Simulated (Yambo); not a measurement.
Material: KBr (rock salt, space group Fm-3m, No. 225); a = b = c = 4.631 Å, α = β = γ = 60.00° (2 atoms in the cell). Cell and atoms were relaxed with PBEsol from Materials Project entry mp-23251, within its symmetry.

With PBEsol (pw.x of Quantum ESPRESSO, ONCV potentials, without SOC), the gap between the mesh's edge points (Γ → Γ) is 4.340 eV.

Q: By how much does one-shot G0W0 (Yambo; 4×4×4 Γ-centred k mesh, 125 bands and a 8 Ry block in the screening, 125 bands in G with the Bruneval-Gonze terminator, plasmon pole fitted at 27.2 eV) open this gap, and what gap results?

A: The correction is 2.615 eV, giving 6.955 eV, 1.6 times the PBEsol value.  Nearest settings tried, and what they do to the gap: 95 bands in W, 95 bands in G: -19 meV; 6 Ry block (137 vectors against 181): -50 meV; 6×6×6 mesh: +19 meV. So the settings aren't converged at that level. Spin-orbit splittings are left out.
